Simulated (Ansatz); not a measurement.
## CdInTe$_{2}$ in Ansatz, settings compared

Launch command:

```bash
ansatz run input.yaml --threads 1 --pin off --max-ram 2560MiB --backend cpu --events-out ev --progress --plain --runs-dir out
```

The input file (Ansatz 0.2.0, plane waves):

```yaml
crystal:
  lattice:
    - [-4.1963, 4.1963, 3.556559]
    - [4.1963, -4.1963, 3.556559]
    - [4.1963, 4.1963, -3.556559]
  atoms:
    - { symbol: Cd, position: [0.25, 0.25, 0.0] }
    - { symbol: Cd, position: [0.75, 0.75, 0.0] }
    - { symbol: Te, position: [0.68, 0.18, 0.86] }
    - { symbol: Te, position: [0.18, 0.32, 0.5] }
    - { symbol: Te, position: [0.32, 0.82, 0.14] }
    - { symbol: Te, position: [0.82, 0.68, 0.5] }
    - { symbol: In, position: [0.75, 0.25, 0.5] }
    - { symbol: In, position: [0.25, 0.75, 0.5] }
  symmetry: { tolerance: 0.0003 }
kpoints:
  mp_grid: { grid: [4, 4, 4], shift: [0, 0, 0] }
magnetization:
  spin_polarized: false
scf:
  occupations: { method: fermi_dirac }
hamiltonian:
  pseudopotentials: { kind: paw }
  xc: pbe
basis:
  ecutwfc: 420
output:
  forces: true
  stress: true
  eigenvalues: true
relax:
  max_steps: 40
  cell: {}
```

Origin of the cell: a known structure type with other elements, at an estimated volume, so it need not be a known compound.

The smearing width isn't typed, so it takes its default of 0.1 eV.

Output of this run (shortened):

```
Pseudopotentials: kind: paw
Pseudopotential: Cd, paw, valence charge 20, recommended cutoff 420 eV (normal), Cd.paw.azcp
Pseudopotential: Te, paw, valence charge 16, recommended cutoff 420 eV (normal), Te.paw.azcp
Pseudopotential: In, paw, valence charge 13, recommended cutoff 420 eV (normal), In.paw.azcp
Functional definition: PBE
  exchange = pbe_x(kappa = kappa, mu = beta*pi^2/3)
  correlation = pbe_c(beta = beta)
Crystal: 8 atoms, lattice volume = 250.509 Å³
Basis set: ecut = 420 eV, 4891 PW (Γ), exchange–correlation on 96×96×96 points (8 copies of the dense FFT grid, shifted against one another)
Bands: 78, of which v1, the nominal top of the filled ones, is band 65 counted from 1 (64 counted from 0)
Symmetry: 16 space group operations
Space group: I4/mcm (ITA 140), of the structure as read, at distance tolerance 1.9e-3 Å
[… 7 lines left out …]
Initial density: superposition of atomic densities (neutral atoms: chi_scale 0, normalization atom), corrected by the library's trained network
Functional: x = pbe(κ = 0.804, μ = 0.219515), c = pbe(β = 0.066725)
SCF iter   1: F=—  HF=-55625.346010 eV  Δρ=1.60e-3  dr2=7.74e-3  defer=14
SCF iter   2: F=—  HF=-55625.346450 eV  Δρ=1.07e-3  dr2=3.80e-3  defer=19
SCF iter   3: F=—  HF=-55625.346325 eV  Δρ=2.12e-4  dr2=1.48e-4  defer=19
SCF iter   4: F=—  HF=-55625.346337 eV  Δρ=1.18e-4  dr2=5.74e-5  defer=19
SCF iter   5: F=—  HF=-55625.346267 eV  Δρ=4.32e-5  dr2=6.35e-6  defer=19
SCF iter   6: F=—  HF=-55625.346268 eV  Δρ=1.66e-5  dr2=7.53e-7  defer=19
SCF iter   7: F=-55625.346268 eV  HF=-55625.346268 eV  Δρ=5.52e-6  dr2=8.27e-8
relax step   1: F+E_penalty+E_count = -55625.346268 eV  Δ(F+E_penalty+E_count) = +0.000e0 eV  max|allowed force component| = 5.866e-1 eV/Å  Δτ_max = 0.0000 Å  P = +2.007 GPa  Ω = 250.509 Å³ […]
relax step   2: F+E_penalty+E_count = -55625.515933 eV  Δ(F+E_penalty+E_count) = -1.697e-1 eV  max|allowed force component| = 1.952e-1 eV/Å  Δτ_max = 0.1689 Å  P = -1.119 GPa  Ω = 252.261 Å³ […]
relax step   3: F+E_penalty+E_count = -55625.568920 eV  Δ(F+E_penalty+E_count) = -5.299e-2 eV  max|allowed force component| = 4.075e-2 eV/Å  Δτ_max = 0.0250 Å  P = -0.347 GPa  Ω = 248.547 Å³ […]
relax step   4: F+E_penalty+E_count = -55625.576978 eV  Δ(F+E_penalty+E_count) = -8.057e-3 eV  max|allowed force component| = 1.387e-2 eV/Å  Δτ_max = 0.0015 Å  P = +0.075 GPa  Ω = 245.330 Å³ […]
relax step   5: F+E_penalty+E_count = -55625.577142 eV  Δ(F+E_penalty+E_count) = -1.644e-4 eV  max|allowed force component| = 3.852e-3 eV/Å  Δτ_max = 0.0022 Å  P = +0.007 GPa  Ω = 245.521 Å³ […]
relax step   6: F+E_penalty+E_count = -55625.575989 eV  Δ(F+E_penalty+E_count) = +1.153e-3 eV  max|allowed force component| = 3.855e-3 eV/Å  Δτ_max = 0.0000 Å  P = +0.004 GPa  Ω = 245.521 Å³  stress off target by 7.54e-3 GPa […]
SCF 6 converged in 6 iterations: F = -55625.575989 eV  dr2 = 2.14e-11
basis re-selected at this cell: Δ(F+E_penalty+E_count) = +1.153e-3 eV, ΔP = -0.003 GPa vs the last step (what re-selecting the basis moved, of the pressure what is left beyond the Pulay corre […]
SCF converged after 6 iterations
Free energy (F): -55625.575989 eV
Harris-Foulkes:  -55625.575989 eV  (|F-HF|=1.46e-11)
Internal energy: -55625.484742 eV  (E = F + TS)
E sigma→0 (E₀):  -55625.530366 eV
Entropy (-TS):   -0.091247 eV (-11.406 meV/atom)
Fermi energy:    9.127878 eV
--- Per-component energies (eV) ---
  E_band       = -2063.532290
  E_kinetic    = 2213.871833
  E_local      = -14296.341873  (includes V_loc(G=0)·N_el)
  E_nonlocal   = -440.304525
  E_hartree    = 7361.064176
  E_xc         = -1278.390165
  E_vxc        = -1054.325136  (∫ρ·V_xc dr)
  E_paw        = -35126.183855  (= ΣΔE_a)
  E_vpaw       = -3208.560600  (= ΣTr[D̂ρ^β])
  E_aug_tail   = -0.000697  (compensation charges beyond the density's cutoff)
  E_ewald      = -14059.199636
  E_smearing   = -0.091247  (= −TS)
  Σ components = -55625.575989   (vs F -55625.575989, Δ=0.00e0)
--- Forces (eV/Å), atoms counted from 1 ---
  atom   1  Cd     0.000000     0.000000     0.000000
  atom   2  Cd    -0.000000     0.000000     0.000000
  atom   3  Te     0.003855     0.003855     0.000000
  atom   4  Te    -0.003855     0.003855     0.000000
  atom   5  Te    -0.003855    -0.003855     0.000000
  atom   6  Te     0.003855    -0.003855    -0.000000
  atom   7  In     0.000000    -0.000000     0.000000
  atom   8  In     0.000000     0.000000     0.000000
  max |Σ_I F_I| component: 1.13e-17 eV/Å
--- Stress (GPa, compression-positive) ---
        0.002218       0.000000      -0.000000
        0.000000       0.002218       0.000000
        0.000000       0.000000       0.007543
  P = ⅓ Tr σ = 0.0040 GPa (0.040 kbar)
--- Relaxed structure (5 steps of the walk, 5 accepted, 1 SCFs on fresh bases) ---
  F+E_penalty+E_count = -55625.575989 eV   max|allowed force component| = 3.855e-3 eV/Å   (the final SCF, on the basis selected at the relaxed cell)
  cell:  # Å, volume = 245.5209 Å³
    - [-4.092556, 4.092556, 3.664707]
    - [4.092556, -4.092556, 3.664707]
    - [4.092556, 4.092556, -3.664707]
  atoms:
    - { symbol: Cd, position: [0.250000, 0.250000, 2.131e-19] }
    - { symbol: Cd, position: [0.75, 0.75, 2.131e-19] }
    - { symbol: Te, position: [0.692442, 0.192442, 0.884885] }
    - { symbol: Te, position: [0.192442, 0.307558, 0.5] }
    - { symbol: Te, position: [0.307558, 0.807558, 0.115115] }
    - { symbol: Te, position: [0.807558, 0.692442, 0.5] }
    - { symbol: In, position: [0.750000, 0.25, 0.500000] }
    - { symbol: In, position: [0.25, 0.750000, 0.500000] }
```

The same input was run again with these changes:

1. `scf.occupations.method` fermi_dirac → cold; `scf.occupations.width` default → 0.025; `scf.algorithm` default → direct_min
2. `scf.occupations.width` default → 0.001; `scf.occupations.method` fermi_dirac → gaussian
3. `scf.convergence.dr2_threshold` default → 1.0e-08; `scf.n_extra_bands` default → 1

```csv
run,end,SCF iterations,volume (Å³/atom),max force component (eV/Å),gap on mesh (eV),moment (μB),ΔE(σ→0) (meV/atom)
base,converged,35,30.69,0.004,none,–,0
1,converged,49,30.65,0.002,none,–,-0.69
2,converged,42,30.65,0.003,none,–,-0.67
3,converged,40,30.69,0.004,–,–,-0.02
```

Energies are compared only where functional, datasets, charge and starting cell are the same.

Caveats of the base run: no spin-orbit coupling, though heavy elements are present; the relaxation held the start's symmetry, so the end may be a saddle point.

The base run ran for 49 s of wall time on 1 CPU thread(s) of a shared host, from the program's own first density.
